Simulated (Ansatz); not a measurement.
Given:

CdAs2:
```yaml
crystal:
  lattice:
    - [-3.97580, 3.97580, 2.33220]
    - [3.97580, -3.97580, 2.33220]
    - [3.97580, 3.97580, -2.33220]
  atoms:
    - { symbol: Cd, position: [0.75000, 0.25000, 0.50000] }
    - { symbol: Cd, position: [0.00000, 0.00000, 0.00000] }
    - { symbol: As, position: [0.37500, 0.56638, 0.69138] }
    - { symbol: As, position: [0.31638, 0.12500, 0.69138] }
    - { symbol: As, position: [0.87500, 0.68362, 0.30862] }
    - { symbol: As, position: [0.43362, 0.62500, 0.30862] }
```

This is the PBEsol-relaxed structure.

Task: All from PBEsol (plane waves, PAW; program Ansatz), unless another level is named. Estimate the formation energy from the elements (no fitted shifts).

Result: -0.045 eV/atom.

Task: Give the valence-band maximum.

Result: at M.

Task: What about the weight of the conduction-edge state by species (Voronoi cells)?

Result: Cd 57 %, As 43 %.

Space group I4_122. The first step of the workflow began from a Materials Project structure, measured or hypothetical; the Crystallography Open Database copy checked does not list it. Its standing as an ambient phase is unchecked. The cell was relaxed with PBEsol under the symmetry of its start; its stability against distortions is not shown here. The references are the lowest solids computed at this level, not always the standard phases. Spin–orbit coupling is left out wherever it is not named.

Potentials: the later of the program's two PAW sets.
